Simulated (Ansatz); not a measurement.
LaC$_{2}$:
```cif
data_C4La2
_chemical_formula_sum 'La2 C4'
_space_group_name_H-M_alt 'I4/mmm'
_space_group_IT_number 139
_space_group_name_Hall '-I 4 2'
_cell_length_a 3.89087
_cell_length_b 3.89087
_cell_length_c 6.53012
_cell_angle_alpha 90.000
_cell_angle_beta 90.000
_cell_angle_gamma 90.000
loop_
_atom_site_label
_atom_site_type_symbol
_atom_site_symmetry_multiplicity
_atom_site_Wyckoff_symbol
_atom_site_fract_x
_atom_site_fract_y
_atom_site_fract_z
_atom_site_occupancy
La1 La 2 a 0.00000 0.00000 0.00000 1
C1 C 4 e 0.00000 0.00000 0.40093 1
```
(The calculation used a cell of 3 atoms; values per cell refer to that cell.)

Relaxed with PBEsol.

Q: Which orbitals make up the states near the Fermi level in PBEsol (plane waves, PAW; program Ansatz)?

A: Within 0.5 eV of the Fermi level: La 5d 51 %, C 2p 32 %, La 4f 14 %. Projections are on Löwdin-orthogonalised atomic valence shells; empty p or d shells of many metals are not among them.

Q: Tabulate the density of states.

A: States/eV per cell of 3 atoms, in 0.25 eV bins, energy from the Fermi level.

| E (eV) | total | La 4f | C 2p | La 5d |
|---|---|---|---|---|
| -7.85 | 0.00 | 0.00 | 0.00 | 0.00 |
| -7.60 | 0.00 | 0.00 | 0.00 | 0.00 |
| -7.35 | 0.00 | 0.00 | 0.00 | 0.00 |
| -7.10 | 0.00 | 0.00 | 0.00 | 0.00 |
| -6.85 | 0.00 | 0.00 | 0.00 | 0.00 |
| -6.60 | 0.35 | 0.00 | 0.12 | 0.08 |
| -6.35 | 1.88 | 0.01 | 0.63 | 0.37 |
| -6.10 | 1.66 | 0.02 | 0.57 | 0.29 |
| -5.85 | 1.28 | 0.02 | 0.45 | 0.20 |
| -5.60 | 1.37 | 0.02 | 0.48 | 0.19 |
| -5.35 | 1.11 | 0.02 | 0.38 | 0.12 |
| -5.10 | 0.46 | 0.02 | 0.20 | 0.04 |
| -4.85 | 1.44 | 0.01 | 0.98 | 0.23 |
| -4.60 | 2.91 | 0.03 | 2.10 | 0.49 |
| -4.35 | 2.42 | 0.03 | 1.81 | 0.40 |
| -4.10 | 2.16 | 0.03 | 1.64 | 0.32 |
| -3.85 | 2.38 | 0.04 | 1.82 | 0.31 |
| -3.60 | 3.54 | 0.06 | 2.75 | 0.39 |
| -3.35 | 2.35 | 0.07 | 1.77 | 0.27 |
| -3.10 | 1.34 | 0.03 | 0.89 | 0.21 |
| -2.85 | 1.08 | 0.02 | 0.65 | 0.19 |
| -2.60 | 1.26 | 0.03 | 0.78 | 0.19 |
| -2.35 | 1.61 | 0.05 | 1.02 | 0.16 |
| -2.10 | 1.52 | 0.06 | 0.96 | 0.17 |
| -1.85 | 0.19 | 0.00 | 0.07 | 0.11 |
| -1.60 | 0.26 | 0.01 | 0.09 | 0.15 |
| -1.35 | 0.32 | 0.02 | 0.12 | 0.18 |
| -1.10 | 0.39 | 0.02 | 0.15 | 0.21 |
| -0.85 | 0.47 | 0.04 | 0.18 | 0.24 |
| -0.60 | 0.61 | 0.05 | 0.21 | 0.32 |
| -0.35 | 0.78 | 0.08 | 0.26 | 0.42 |
| -0.10 | 0.95 | 0.11 | 0.31 | 0.50 |
| 0.15 | 1.10 | 0.16 | 0.35 | 0.56 |
| 0.40 | 1.17 | 0.21 | 0.37 | 0.55 |
| 0.65 | 1.35 | 0.30 | 0.41 | 0.59 |
| 0.90 | 1.56 | 0.43 | 0.47 | 0.61 |
| 1.15 | 1.65 | 0.57 | 0.49 | 0.54 |
| 1.40 | 2.32 | 1.06 | 0.65 | 0.54 |
| 1.65 | 2.66 | 1.50 | 0.62 | 0.47 |
| 1.90 | 2.50 | 1.71 | 0.35 | 0.38 |
| 2.15 | 4.17 | 3.66 | 0.19 | 0.25 |
| 2.40 | 8.37 | 8.04 | 0.09 | 0.17 |
| 2.65 | 21.64 | 20.98 | 0.15 | 0.40 |

The first step of the workflow began from a Materials Project structure, measured or hypothetical; the Crystallography Open Database files this formula in space group No. 139, but the cells were not matched. Its standing as an ambient phase is unchecked. The cell was relaxed with PBEsol under the symmetry of its start; whether a distortion lowers the energy is not shown. Spin–orbit coupling is left out wherever it is not named.

Potentials: the later of the program's two PAW sets.
